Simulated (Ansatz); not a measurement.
Relaxed Y (hcp, Mg type):

```xyz
4
Lattice="7.3651 0.0000 0.0000 -1.8413 3.1892 0.0000 0.0000 0.0000 5.6985" Properties=species:S:1:pos:R:3 pbc="T T T"
Y      0.0000     2.1261     4.2739
Y      3.6826     2.1261     4.2739
Y      1.8413     1.0631     1.4246
Y      5.5239     1.0631     1.4246
```

In this cell atom 2 (Y, nearest neighbour Y at 3.555 Å; its periodic images, 3.7 Å or more away, move with it) is moved by s along Cartesian [110], unit vector (0.707, 0.707, 0.000); all other atoms and the cell stay fixed.

Computed with r2SCAN (plane waves to 500 eV, PAW, scalar-relativistic; Ansatz, a first-principles code). k mesh 6×12×7 (Γ-centred), Fermi-Dirac smearing 0.05 eV. The energy includes the smearing's −TS. With partly filled bands, energies and forces of such displacements shift with the k mesh and the smearing. Y is run without spin polarisation. Y was relaxed with its symmetry unable to fall. ΔE is measured from the undisplaced structure. The last digit holds for this mesh only.

| s (Å) | ΔE (meV/cell) |
|---|---|
| -0.360 | 231.1 |
| -0.288 | 147.9 |
| -0.216 | 83.3 |
| -0.144 | 37.1 |
| -0.072 | 9.3 |
| 0.000 | 0.0 |
| 0.072 | 9.2 |
| 0.144 | 36.3 |
| 0.216 | 80.5 |
| 0.288 | 140.4 |
| 0.360 | 215.0 |

### Question
What force constant k = d²E/ds² at s = 0 does the table give?

### Answer
3.6 eV/Å². It is the second difference of the nearest points, corrected with the next pair.

### Question
With k = 3.56 eV/Å² from the forces, is the well harmonic out to s = 0.360 Å?

### Answer
½ks² = 231 meV/cell against the computed 215 meV/cell, so the well is softer than harmonic there.

(A displaced cell: forces are minus the slopes of the energy, force constants its curvatures, and phonons follow from these.)
